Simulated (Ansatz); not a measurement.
Cutoff convergence: GaAs

System: GaAs (zinc blende type, first atom moved by 0.06 Å along [111]), 2 atoms in the cell.

```xyz
2
Lattice="0.0000 2.8750 2.8750 2.8750 0.0000 2.8750 2.8750 2.8750 0.0000" Properties=species:S:1:pos:R:3 pbc="T T T"
Ga    0.0346    0.0346    0.0346
As    1.4375    1.4375    1.4375
```

Computed with HSE06, plane waves, PAW datasets (generated soft set 1) in Ansatz 0.2.0 development build.

Exchange singularity: Wigner-Seitz; k-mesh 4×4×4 Γ-centred; Fermi–Dirac smearing of 0.05 eV; no spin polarisation.

At 560 eV the pressure at a fixed basis is -2.03 GPa. Another run of the series gave -3.66 GPa at a fixed basis and an energy +21.9 meV/atom from the top run.

Problem. Which cutoff did it use?
A. 280 eV
B. 480 eV
C. 380 eV
D. 320 eV
E. 420 eV
F. 340 eV
G. 300 eV

Solution. D. The series:

```
cutoff (eV)  E − E(top) (meV/atom)  pressure at fixed basis (GPa)  corrected pressure (GPa)  rms force change (meV/Å)
        280                  186.8                         -14.10                     -1.91                       9.9
        300                   68.8                          -7.02                     -1.98                       6.9
        320                   21.9                          -3.66                     -1.98                       3.5
        340                    8.4                          -2.50                     -1.98                       1.0
        380                    3.7                          -2.08                     -2.02                       0.1
        420                    2.4                          -2.09                     -2.03                       0.0
        480                    0.7                          -2.06                     -2.02                       0.0
        560                    0.0                          -2.03                     -2.02                       0.0
```

The k-mesh is modest, so these values aren't fully converged in k.
